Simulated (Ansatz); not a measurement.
BaHfO3:
```cif
data_BaHfO3
_chemical_formula_sum 'Ba1 Hf1 O3'
_space_group_name_H-M_alt 'P 1'
_space_group_IT_number 1
_cell_length_a 4.17740
_cell_length_b 4.17740
_cell_length_c 4.17740
_cell_angle_alpha 90.000
_cell_angle_beta 90.000
_cell_angle_gamma 90.000
loop_
_space_group_symop_operation_xyz
  'x, y, z'
loop_
_atom_site_label
_atom_site_type_symbol
_atom_site_fract_x
_atom_site_fract_y
_atom_site_fract_z
_atom_site_occupancy
Ba1 Ba 0.00000 0.00000 0.00000 1
Hf1 Hf 0.50000 0.50000 0.50000 1
O1 O 0.00000 0.50000 0.50000 1
O2 O 0.50000 0.50000 0.00000 1
O3 O 0.50000 0.00000 0.50000 1
```

Relaxed with r²SCAN. Independent-particle spectrum: no excitons, no local fields, no scissors shift; 0.1 eV broadening; ε₁ of the summed bands alone.

Task: Tabulate the dielectric function from r²SCAN in the plane-wave PAW code Ansatz.

Result: 

| E (eV) | ε₁ xx | ε₂ xx |
|---|---|---|
| 0.0 | 4.09 | 0.00 |
| 0.5 | 4.10 | 0.00 |
| 1.0 | 4.13 | 0.00 |
| 1.5 | 4.19 | 0.00 |
| 2.0 | 4.28 | 0.00 |
| 2.5 | 4.40 | 0.00 |
| 3.0 | 4.58 | 0.00 |
| 3.5 | 4.82 | 0.00 |
| 4.0 | 5.21 | 0.00 |
| 4.5 | 5.91 | 0.23 |
| 5.0 | 6.73 | 0.81 |
| 5.5 | 6.92 | 2.31 |
| 6.0 | 6.57 | 3.32 |
| 6.5 | 6.43 | 4.26 |
| 7.0 | 6.17 | 6.64 |
| 7.5 | 0.77 | 5.95 |
| 8.0 | 1.84 | 3.18 |
| 8.5 | 3.23 | 3.93 |
| 9.0 | 2.04 | 3.94 |
| 9.5 | 2.40 | 4.96 |
| 10.0 | 2.37 | 4.34 |
| 10.5 | 1.46 | 4.30 |
| 11.0 | 0.86 | 5.91 |
| 11.5 | -1.26 | 4.25 |
| 12.0 | -1.10 | 2.94 |

Task: From ε at 5.3 eV (xx: 7.05 + 1.82i), find n, k, the normal reflectivity and the absorption coefficient.

Result: n = 2.68, k = 0.340, R = 22 %, α = 2kE/ħc = 180000 cm⁻¹.

With all bands, ε∞ without local fields is 4.37.

Space group Pm-3m (cubic perovskite). The cell was relaxed with r²SCAN under the symmetry of its start. No spin polarisation was allowed. Scalar-relativistic: spin–orbit coupling is off unless named, which matters more the heavier the elements.

Potentials: the earlier of the program's two PAW sets.
